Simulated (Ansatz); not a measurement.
**Rb2BiSb2: reading a single point**

```
Bi Rb Sb
1.0
    -2.44063    3.90685    5.03107
     4.88125    0.00000    0.00000
     2.44063    3.90685   -5.03107
Bi Rb Sb
1 2 2
Direct
  0.00000 0.00000 0.00000
  0.72021 0.22021 0.27979
  0.27979 0.77979 0.72021
  0.70160 0.50000 0.70160
  0.29840 0.50000 0.29840
```

The numbers come from plane-wave PAW DFT (Ansatz): r2SCAN, no spin polarisation, 500 eV, 8×8×8 Γ-centred k points, fermi-dirac occupations (width 0.1 eV). Nothing was relaxed.

Metal or insulator?

It is a metal, with about 3.4 states/eV a cell as the mean within 0.25 eV of the Fermi level, mostly Sb p (73 %) and Bi p (19 %).

What do density and ELF say about some of the short contacts?

Sb–Sb at 3.15 Å: least valence density 0.23 e/Å³ and ELF 0.52 there. Bi–Sb at 3.38 Å: least valence density 0.17 e/Å³ and ELF 0.41 there. Rb–Sb at 3.65 Å: least valence density 0.07 e/Å³ and ELF 0.05 there. Both are smooth PAW fields, read partly inside the augmentation spheres.

Is the cell too large or too small?

The pressure is -0.1 GPa (compression positive), so with the atoms held at these fractions the cell is close to zero pressure. The principal stresses -5.0, -0.3, 4.8 GPa differ, so its shape would change too.

Which element gives electrons and which takes them?

Bader charges in e: Rb +0.72, Bi -0.14, Sb -0.64. In the mean Rb gives up most and Sb takes most.

Origin: a known structure type with other elements, at an estimated volume, so it need not be a known compound.
